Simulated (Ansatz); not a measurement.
KTaO₃ (cubic perovskite, Pm-3m), DFT-LDA in the program Ansatz with PAW potentials: ε∞ = 5.43, cell volume 61.69 Å³. Infrared-active transverse modes:

```csv
ω_TO (cm⁻¹),oscillator strength S_xx (e²/amu)
100.6,1.942
181.2,0.2402
555.5,1.268
```

Task: Compute the static dielectric constant.

Result: Each mode adds (4.921e7/V) S/ω²: 153.10, 5.83, 3.28. So ε0 = 168.

The LDA relaxation kept the symmetry of its start. The run is not spin-polarised. Scalar-relativistic: spin–orbit coupling is off unless named, which matters more the heavier the elements.

Potentials: the earlier of the program's two PAW sets. The files were generated under PBE; for other functionals the program regenerates the frozen cores, and for LDA and PBEsol the local potential too.
